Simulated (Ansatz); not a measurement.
Computed with DFT, BLYP, plane waves (420 eV) with PAW, scalar-relativistic in Ansatz. The PAW files were generated under PBE, with cores re-solved for the functional.

An element in the hcp structure gives this curve. The cell is scaled uniformly from the relaxed one, with fractional coordinates and shape fixed. Energies are extrapolated to zero smearing, pressures are those at the given smearing. Magnetic state: spin not included.

| V (Å³/atom) | E − E₀ (meV/atom) | P (GPa) |
| --- | --- | --- |
| 26.981 | 63.2 | 6.18 |
| 28.208 | 25.9 | 3.66 |
| 29.434 | 6.0 | 1.65 |
| 30.661 | 0.0 | 0.05 |
| 31.887 | 5.0 | -1.22 |
| 33.114 | 18.7 | -2.22 |
| 34.340 | 39.2 | -3.02 |

Task: Which element is it?
A. terbium
B. bismuth
C. lead
D. tin

Result: D. Its fit is V₀ = 30.67 Å³/atom, B₀ = 36 GPa, B₀′ = 4.8.
